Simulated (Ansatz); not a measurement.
Q: SiO2 in space group P3_121 (No. 152; Si on 3a, O on 6c) is relaxed with PBE in the plane-wave PAW code Ansatz. What lattice parameters of the conventional cell result?

A: a = 5.021 Å, c = 5.510 Å.

Q: Give the free coordinates with the occupied sites.

A: In one choice of origin and axes:

```tsv
atom	site	symmetry	x	y	z
Si	3a	.2.	0.5234	0.5234	0.0000
O	6c	1	0.4145	0.2557	0.2054
```

Q: Is it a metal or does it have a gap at this level?

A: A gap of 5.68 eV, indirect.

The cell was relaxed with PBE under the symmetry of its start.

Potentials: the earlier of the program's two PAW sets.
